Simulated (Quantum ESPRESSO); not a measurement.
# Ge7: a curve over strain

A calculation, not a measurement. The program is pw.x of Quantum ESPRESSO 7.5 (plane-wave density functional theory). The cell is made up: 7 atoms on a zincblende/diamond lattice with one site empty, with randomly drawn elements, strain and displacements, not relaxed. PseudoDojo standard norm-conserving files (v0.5 for PBE, v0.4.1 for LDA and PBEsol) set the functional; there is no spin polarisation, spin-orbit coupling or dispersion term, and the masses in the input are unused placeholders. A spin-polarised start on this cell or one of its family kept no moment.

Seven runs add a strain to one cell (the same along x and y); the atoms follow the cell and are not relaxed. Stress in the table is positive in tension.

Input of the run at -0.0023:

```
&control calculation='scf', pseudo_dir='./dojo.nc.sr.pbe.v0_5.standard.upf', outdir='./o', disk_io='low', tprnfor=.true., tstress=.true. /
&system ibrav=0, nat=7, ntyp=1, nbnd=59, ecutwfc=77.98206166, nosym=.true., tot_charge=0,
 occupations='smearing', smearing='fd', degauss=0.0073498644
/
&electrons conv_thr=7.350e-09, electron_maxstep=60, /
ATOMIC_SPECIES
Ge 1.0 Ge.upf
CELL_PARAMETERS angstrom
5.6696 0.0232 0.0355
0.0232 5.5438 0.0119
0.0354 0.0119 5.5883
ATOMIC_POSITIONS angstrom
Ge -0.0319 0.0341 -0.1144
Ge 0.0506 2.7928 2.8742
Ge 2.8827 2.7821 0.095
Ge 1.5364 1.3987 1.5218
Ge 1.4113 4.2331 4.1223
Ge 4.2846 1.3959 4.2441
Ge 4.3404 4.207 1.4787
K_POINTS automatic
6 6 6 1 1 1
```

| added strain | free energy less that of the input shown (eV) | stress xx (GPa) | stress yy (GPa) | stress zz (GPa) | stress xy (GPa) | pressure (GPa) | iterations |
| --- | --- | --- | --- | --- | --- | --- | --- |
| -0.0211 | 0.1799 | -5.44 | -6.11 | -4.01 | 0.61 | 5.19 | 10 |
| -0.0153 | 0.1128 | -4.55 | -5.22 | -3.37 | 0.58 | 4.38 | 11 |
| -0.0088 | 0.0500 | -3.61 | -4.28 | -2.70 | 0.55 | 3.53 | 11 |
| -0.0023 | 0.0000 | -2.73 | -3.40 | -2.08 | 0.51 | 2.74 | 11 |
| +0.0025 | -0.0294 | -2.11 | -2.77 | -1.66 | 0.49 | 2.18 | 11 |
| +0.0124 | -0.0703 | -0.92 | -1.58 | -0.85 | 0.45 | 1.11 | 11 |
| +0.0233 | -0.0867 | 0.26 | -0.38 | -0.06 | 0.40 | 0.06 | 11 |

A cubic fit gives a slope of stress xx against the added strain of 129 GPa at zero added strain, with the atoms clamped. Across the table the free energy follows the integral of the stress to within 2.5 meV. A rerun of one of the cells at 1347 eV and a 8 x 8 x 8 mesh moved values by no more than 0.006 eV in energy, 0.02 GPa in stress and 0.005 eV/Å in force.